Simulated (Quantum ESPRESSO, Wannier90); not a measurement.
## Wannier functions of CdHgSe$_{2}$ (R3m)

```xyz
4
Lattice="-2.1813 3.7781 0.0000 -4.3626 0.0000 0.0000 -2.1813 1.2594 7.1166" Properties=species:S:1:pos:R:3 pbc="T T T"
Cd    -2.1813     1.2594    -3.5513
Hg     0.0000     0.0000    -0.0031
Se     0.0000     0.0000    -2.6858
Se     2.1813    -1.2594     0.9024
```

Cell from Materials Project (mp-1226733), symmetrised, no further relaxation. Not found in the COD (Crystallography Open Database) copy used; not checked further. Computed values, not measurements, from LDA: Quantum ESPRESSO (norm-conserving PseudoDojo potentials, cutoff 82 Ry, no spin polarisation, no spin-orbit coupling) on a Γ-centred 6×6×6 mesh, then Wannier90. Density: 8×8×8 mesh, Gaussian smearing 0.01 Ry. Spin-orbit coupling is left out although heavy elements are present.

The plane-wave run has 58 bands and 72 electrons a cell. On the energy scale of pw.x, whose zero is arbitrary, the Fermi level lies at 7.59 eV.

Isolated groups of bands, relative to the Fermi level (bands from 31 on overlap up to the last one computed):

| bands | from (eV) | to (eV) | filling | weight on atomic waves |
|---|---|---|---|---|
| 1 | -114.56 | -114.56 | filled | Hg 5s 100 % |
| 2 | -101.72 | -101.72 | filled | Cd 4s 100 % |
| 3–8 | -62.88 | -62.76 | filled | Cd 4p 50 %, Hg 5p 50 % |
| 9–18 | -47.41 | -47.24 | filled | Se 3d 100 % |
| 19–20 | -12.99 | -12.45 | filled | Se 4s 87 % |
| 21–25 | -8.11 | -7.58 | filled | Cd 4d 95 % |
| 26–30 | -6.68 | -5.78 | filled | Hg 5d 91 %, Se 4p 6 % |

Input w.win, without the blocks of cell, atoms and k-points (216 lines):

```
num_bands = 30
num_wann = 16
exclude_bands = 1-18,21-30
num_iter = 1000
conv_tol = 1.0e-6
conv_window = 4
dis_num_iter = 1000
dis_conv_tol = 1.0e-6
dis_froz_max = 16.61
write_hr = true
write_u_matrices = true
begin projections
f=0.49052,0.50794,-0.49458: s;p
f=-0.00673,0.01274,0.00082: s;p
f=0.13007,0.13414,-0.38215: s;p
f=-0.37918,-0.38466,0.13132: s;p
end projections
mp_grid = 6 6 6
```

wannier90.x stops with:
```
dis_windows: More states in the frozen window than target WFs
```
At some k-point more bands lie below dis_froz_max than there are Wannier functions, and every frozen state has to fit into the subspace. Mended as below, all else unchanged, the run goes through (Ω_I = 29.6 Å²) and follows the plane-wave bands to 3.4 meV rms (states up to 1.0 eV relative to the Fermi level).
```
dis_froz_max = 9.09
```
